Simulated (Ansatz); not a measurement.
InAs (zinc blende)

```
CELL_PARAMETERS angstrom
      0.00000     3.05455     3.05455
      3.05455     0.00000     3.05455
      3.05455     3.05455     0.00000
ATOMIC_POSITIONS crystal
  As 0.75000 0.75000 0.75000
  In 0.00000 0.00000 0.00000
```

In this cell atom 2 (In, nearest neighbour As at 2.645 Å; its periodic images, 4.3 Å or more away, move with it) is moved by s along Cartesian [111], unit vector (0.577, 0.577, 0.577); all other atoms and the cell stay fixed.

Computed with r2SCAN (plane waves to 500 eV, PAW, scalar-relativistic; Ansatz, a first-principles code). k mesh 8×8×8 (Γ-centred), Fermi-Dirac smearing 0.05 eV. E stands for the smeared free energy. Left out: 1 of 11 points, with atoms too close for the PAW data. As the smearing reaches across the gap at some points, energies and forces of such displacements shift with the k mesh and the smearing. InAs was relaxed with its symmetry unable to fall. ΔE is measured from the undisplaced structure. The last digit holds for this mesh only.

```csv
s (Å),ΔE (meV/cell)
-0.632,3072.1
-0.474,1412.1
-0.316,521.4
-0.158,109.1
0.000,0.0
0.158,76.4
0.316,254.4
0.474,468.9
0.632,668.4
0.790,818.6
```

Question: What force constant k = d²E/ds² at s = 0 does the table give?

Answer: 7.3 eV/Å². It is the second difference of the nearest points, corrected with the next pair.

Question: With k = 7.32 eV/Å² from the forces, is the well harmonic out to s = 0.790 Å?

Answer: ½ks² = 2285 meV/cell against the computed 819 meV/cell, so the well is softer than harmonic there.

(For displaced atoms, the force is minus the slope of the energy, and its curvature is a force constant, which sets phonon frequencies.)
